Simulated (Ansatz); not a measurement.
TaV2:
```
CELL_PARAMETERS angstrom
      0.00000     3.55025     3.55025
      3.55025     0.00000     3.55025
      3.55025     3.55025     0.00000
ATOMIC_POSITIONS crystal
  Ta 0.50000 0.50000 0.50000
  Ta 0.75000 0.75000 0.75000
  V  0.12500 0.12500 0.12500
  V  0.62500 0.12500 0.12500
  V  0.12500 0.12500 0.62500
  V  0.12500 0.62500 0.12500
```

Relaxed with r²SCAN.

Q: Map the electron localisation function on the plane through (0.500, 0.500, 0.500) spanned by u = [1, 0, 0] and v = [-1, 1, 1] in lattice vectors, from r²SCAN in the plane-wave PAW code Ansatz.

A: x is the fraction of u, y of v (the angle between them is 90°; rows are the nearest grid lines); atoms in the plane: Ta at (0.00, 0.00), Ta at (0.50, 0.25), V at (0.25, 0.62), V at (0.75, 0.62).
```
y \ x   0.000  0.0800  0.200  0.280  0.360  0.440  0.560  0.640  0.720  0.800  0.920   1.00
------  -----  ------  -----  -----  -----  -----  -----  -----  -----  -----  -----  -----
1.00    0.020   0.574  0.233  0.378  0.598  0.533  0.533  0.598  0.378  0.233  0.574  0.020
0.917   0.737   0.687  0.177  0.492  0.481  0.305  0.305  0.481  0.492  0.176  0.687  0.737
0.833   0.170   0.192  0.450  0.568  0.493  0.323  0.323  0.493  0.568  0.450  0.193  0.170
0.778   0.483   0.361  0.150  0.194  0.312  0.453  0.453  0.312  0.193  0.150  0.361  0.483
0.694   0.334   0.157  0.688  0.715  0.383  0.187  0.188  0.384  0.715  0.689  0.158  0.334
0.611   0.219   0.238  0.737  0.714  0.700  0.175  0.175  0.700  0.714  0.737  0.238  0.219
0.528   0.480   0.207  0.428  0.466  0.172  0.233  0.233  0.173  0.466  0.429  0.207  0.480
0.472   0.480   0.428  0.214  0.154  0.204  0.412  0.412  0.204  0.154  0.214  0.428  0.480
0.389   0.220   0.316  0.595  0.468  0.183  0.204  0.204  0.183  0.468  0.595  0.316  0.220
0.306   0.334   0.409  0.500  0.176  0.570  0.693  0.694  0.568  0.176  0.500  0.409  0.334
0.222   0.483   0.541  0.483  0.164  0.679  0.488  0.490  0.680  0.165  0.483  0.541  0.483
0.167   0.170   0.209  0.404  0.182  0.364  0.726  0.726  0.362  0.181  0.404  0.209  0.170
0.0833  0.737   0.693  0.151  0.378  0.323  0.189  0.189  0.323  0.378  0.151  0.693  0.737
0.000   0.020   0.574  0.233  0.378  0.598  0.533  0.533  0.598  0.378  0.233  0.574  0.020
```

The density is the valence pseudo-density with augmentation charge, so density and ELF within about 1 Å of a nucleus are not all-electron values.

Space group Fd-3m (cubic Laves (MgCu2 type)). The workflow started from an entry of the Crystallography Open Database (COD). Whether it is the stable phase at ambient conditions was not checked. Symmetry was held in the r²SCAN relaxation; its stability against distortions is not shown here. The workflow began spin-polarised and lost its moments. Scalar-relativistic: spin–orbit coupling is off unless named, which matters more the heavier the elements.

Potentials: the later of the program's two PAW sets.
